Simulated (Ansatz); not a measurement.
Fields on a plane of Y (hcp, Mg type)

```yaml
crystal:
  lattice:
    - [3.68262, 0.00000, 0.00000]
    - [-1.84131, 3.18925, 0.00000]
    - [0.00000, 0.00000, 5.69845]
  atoms:
    - { symbol: Y, position: [0.33333, 0.66667, 0.75000] }
    - { symbol: Y, position: [0.66667, 0.33333, 0.25000] }
```

The slice is a (0001) plane (indices of the conventional cell) through the point (0.333, 0.667, 0.750) (fractional), spanned by u = [110] and v = [1 -1 0] in vectors of this cell: u (3.68 Å) and v (6.38 Å, at 90° to u). It covers one period; positions are fractions (u, v).

Atoms on it: Y at (0.00, 0.00); Y at (0.50, 0.50).

Method: r2SCAN (plane waves to 500 eV, PAW, scalar-relativistic; Ansatz, an electronic-structure program). k mesh 15×15×8. Inside the PAW spheres the values are not all-electron values, and peaks at nuclei hang on which shells count as valence. The PAW data are Ansatz's earlier set. Y is run without spin polarisation. Y was relaxed with its symmetry unable to fall.

```
|xxxxxxxxxx    ==######==    xxxxxxxx|
|xxxxxxxxxx  ..++##%%##++..  xxxxxxxx|
|xxxxxxxx    --**%%@@%%**--    xxxxxx|
|xxxxxx    ..++##@@@@@@##++..    xxxx|
|xx      ..==**%%@@@@@@%%**==..      |
|      ::==**##@@@@@@@@@@##**==::    |
|----==++**##%%%%@@@@@@%%%%##**++==--|
|******##########################****|
|%%%%%%####**++==========++**####%%%%|
|@@%%%%##**==::          ::==**##%%%%|
|@@%%%%**==..      xx      ..==**%%%%|
|%%%%##==..    xxxxxxxxxx    ..==##%%|
|%%##**::    xxxxxxxxxxxxxx    ::**##|
|####++..  xxxxxxxxxxxxxxxxxx  ..++##|
|##**==    xxxxxxxxxxxxxxxxxx    ==**|
|##**==    xxxxxxxxxxxxxxxxxx    ==**|
|####==    xxxxxxxxxxxxxxxxxx    ==##|
|%%##++..  xxxxxxxxxxxxxxxxxx  ..++##|
|@@%%**--    xxxxxxxxxxxxxx    --**%%|
|@@@@##++..    xxxxxxxxxx    ..++##@@|
|@@@@%%**==..      xx      ..==**%%@@|
|@@@@@@##**==::          ::==**##@@@@|
|@@@@%%%%##**++==------==++**##%%%%@@|
|##############**********############|
|======++**####%%%%%%%%%%####**++====|
|      ::==**##%%%%@@%%%%##**==::    |
|xx      ..==**%%%%@@%%%%**==..      |
|xxxxxx    ..==##%%%%%%##==..    xxxx|
|xxxxxxxx    ::**##%%##**::    xxxxxx|
|xxxxxxxxxx  ..++######++..  xxxxxxxx|
|xxxxxxxxxx    ==**##**==    xxxxxxxx|
|xxxxxxxxxx    ==**##**==    xxxxxxxx|
```
Scale: ten equal steps from 0.00 (start of ' ') to 8.07 (end of '@'), in the order ' .:-=+*#%@'. Values: electrostatic potential energy of an electron, from the cell's mean, in eV. The map has 18 points along u (two characters each, u = 0 at the left) and 32 along v (v = 0 in the bottom row). Points within 1 Å of a nucleus are blanked (x), as the pseudised field means little there. Values under 0 eV are set to 0. The zero, the cell's mean, hangs on the PAW cores.

| v \ u | 0.00 | 0.11 | 0.22 | 0.33 | 0.44 | 0.56 | 0.67 | 0.78 | 0.89 |
|---|---|---|---|---|---|---|---|---|---|
| 0.88 | 0.1 | 0.0 | -0.6 | -0.9 | -0.9 | -0.9 | -0.9 | -0.6 | 0.0 |
| 0.75 | -1.1 | -1.1 | -1.0 | -1.0 | -0.9 | -0.9 | -1.0 | -1.0 | -1.1 |
| 0.62 | -1.1 | -1.1 | -0.8 | -0.3 | 0.1 | 0.1 | -0.3 | -0.8 | -1.1 |
| 0.50 | -1.0 | -0.9 | -0.3 | 0.4 | 0.5 | 0.5 | 0.4 | -0.3 | -0.9 |
| 0.38 | -0.9 | -0.9 | -0.8 | -0.3 | 0.1 | 0.1 | -0.3 | -0.8 | -0.9 |
| 0.25 | -0.9 | -1.0 | -1.0 | -1.1 | -1.1 | -1.1 | -1.1 | -1.0 | -1.0 |
| 0.12 | 0.1 | 0.0 | -0.6 | -1.0 | -1.1 | -1.1 | -1.0 | -0.6 | 0.0 |
| 0.00 | 0.4 | 0.5 | 0.1 | -0.7 | -1.0 | -1.0 | -0.7 | 0.1 | 0.5 |

Values: log₁₀ of the valence density in e/Å³. The scale is logarithmic, as a density can span decades between atoms and voids.

Density on the Y–Y line (3.68 Å) at its midpoint: 0.09 e/Å³
ELF at that point: 0.27
